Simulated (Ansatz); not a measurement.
A geometry of HgTe away from equilibrium: the start of the relaxation of a relaxed HgTe cell displaced along its unstable phonon at q = (½, 0, 0) of its primitive reciprocal cell (66i cm⁻¹), largest move 0.15 Å. Method: PBEsol (plane waves to 420 eV, PAW, scalar-relativistic; Ansatz, a quantum-chemistry and plane-wave program). Γ-centred k-mesh 6×11×5 on the run's cell (coarser than for final values), Fermi–Dirac smearing 0.05 eV.

```xyz
4
Lattice="5.9924 0.0000 0.0000 0.0000 2.9962 0.0000 0.0000 0.0000 6.5315" Properties=species:S:1:pos:R:3:forces:R:3 pbc="T T T" free_energy=-41142.745 pressure_GPa=1.5
Hg     1.4981     1.4981     3.2658    0.0000    0.0000    0.0000
Hg     4.4943     1.4981     3.2658    0.0000    0.0000    0.0000
Te    -0.1500     0.0000     0.0000    0.8733    0.0000    0.0000
Te     3.1462     0.0000     0.0000   -0.8733    0.0000    0.0000
```

Positions in Å, forces in eV/Å, free energy of the cell in eV (comparable only within this code, potentials and settings). Largest force: 0.87 eV/Å, on Te3, Te4 (atoms numbered as listed); the geometry lies 0.03 eV/atom above the end of its relaxation.

The relaxed cell holds bonded Te–Te pairs (2.95 Å). No spin polarisation in the result.

The run could not lose the symmetry of its start, so the end can be a saddle point.

The end of the path is a generated cell of HgTe: the first start was made by placing the elements on the sites of a structure type, and the end was not matched to a known phase here, so it may be hypothetical. Known forms of HgTe include space group No. 216.
